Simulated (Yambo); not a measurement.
Yambo run on Cs2NaScBr6 (space group Fm-3m, No. 225). The wavefunctions come from this Quantum ESPRESSO step (PBEsol, PseudoDojo standard norm-conserving files, scalar-relativistic):

```
&CONTROL
  calculation = 'nscf'
  pseudo_dir = './pseudo'
  outdir = './out'
/
&SYSTEM
  ibrav = 0
  nat = 10
  ntyp = 4
  ecutwfc = 88.0
  ecutrho = 352.0
  occupations = 'fixed'
  force_symmorphic = .true.
  nbnd = 366
/
&ELECTRONS
  conv_thr = 1e-08
  diago_full_acc = .true.
  diago_thr_init = 1e-08
/
ATOMIC_SPECIES
Na 22.9898 Na.upf
Sc 44.9559 Sc.upf
Br 79.9040 Br.upf
Cs 132.9055 Cs.upf
CELL_PARAMETERS angstrom
  0.000000000000   5.637505000000   5.637505000000
  5.637505000000   0.000000000000   5.637505000000
  5.637505000000   5.637505000000   0.000000000000
ATOMIC_POSITIONS crystal
Na   0.500000000000   0.500000000000   0.500000000000
Sc   0.000000000000   0.000000000000   0.000000000000
Br   0.763170000000   0.236830000000   0.236830000000
Br   0.236830000000   0.763170000000   0.763170000000
Br   0.236830000000   0.763170000000   0.236830000000
Br   0.763170000000   0.236830000000   0.763170000000
Br   0.236830000000   0.236830000000   0.763170000000
Br   0.763170000000   0.763170000000   0.236830000000
Cs   0.750000000000   0.750000000000   0.750000000000
Cs   0.250000000000   0.250000000000   0.250000000000
K_POINTS automatic
2 2 2 0 0 0
```

Yambo input:

```
rim_cut
gw0
dyson
el_el_corr
HF_and_locXC
ppa
em1d
RandQpts= 1000000
RandGvec= 1 Ry
EXXRLvcs= 88 Ry
VXCRLvcs= 352 Ry
Chimod= "HARTREE"
% BndsRnXp
 3 | 363 |
%
NGsBlkXp= 6 Ry
% LongDrXp
 1.0 | 1.0 | 1.0 |
%
PPAPntXp= 27.2114 eV
% GbndRnge
 1 | 363 |
%
GTermKind= "BG"
DysSolver= "n"
ExtendOut
% QPkrange
 1 | 1 | 40 | 41 |
 2 | 2 | 40 | 41 |
 3 | 3 | 40 | 41 |
%
```

k points by index: 1 = Γ, 2 = L, 3 = X.

The o-*.qp file then holds:

```
#    K-point    Band    Eo [eV]    E [eV]    E-Eo [eV]    Vxc [eV]    Vnlxc [eV]    Sc|Eo [eV]    Sc|E [eV]    dSc/dw|Eo [eV]    Re(Z)    Im(Z)
#
    1    40    0.000000    -1.325789    -1.325789    -12.86038    -16.57856    2.080613    2.392390    -6.398477    0.809622    -0.001452
    1    41    3.109304    4.732209    1.622906    -15.98812    -8.671352    -5.204276    -5.693864    -8.207298    0.768270    -0.002367
    2    40    -0.223138    -1.585219    -1.362082    -12.60400    -16.39178    2.104459    2.425696    -6.416958    0.809177    -0.001459
    2    41    3.162514    4.799502    1.636988    -16.12024    -8.716142    -5.268104    -5.767113    -8.293196    0.766411    -0.002456
    3    40    -0.016964    -1.340050    -1.323086    -12.82452    -16.53355    2.074977    2.385936    -6.394721    0.809713    -0.001460
    3    41    3.092163    4.733050    1.640887    -16.02958    -8.618670    -5.273221    -5.770023    -8.236982    0.767627    -0.002365
```
(The two width columns are left out.) Convergence of these settings isn't established.

Spin-orbit coupling is not included.

Geometry of the Materials Project entry, not relaxed at this level.

The structure is a Materials Project entry; no match was found in the copy of COD used, and its stability was not checked.
